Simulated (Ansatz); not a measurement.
InSb (zinc blende), relaxed with r²SCAN (Ansatz, a first-principles code, plane waves, PAW): a = b = c = 6.5561 Å, α = β = γ = 90.00°.

```
Property              Result
--------------------  ------
ΔH_f (eV/atom)         -0.25
B₀ by P(V) fit (GPa)    43.5
```

Problem. The same phase is relaxed and computed with PBE in the same code. What are the cell and these values now?

Solution. a = b = c = 6.635 Å, α = β = γ = 90.00°.

ΔH_f (eV/atom): -0.13
B₀ by P(V) fit (GPa): 36.7

All cells were relaxed under the symmetry of their starts (and spin orders); stability against distortions was not tested throughout. Scalar-relativistic: spin–orbit coupling is off unless named, which matters more the heavier the elements.

Potentials: the later of the program's two PAW sets.

Ansatz is a plane-wave DFT program.

Formation energies count from the lowest solids of the elements computed at the same level, not from gases.
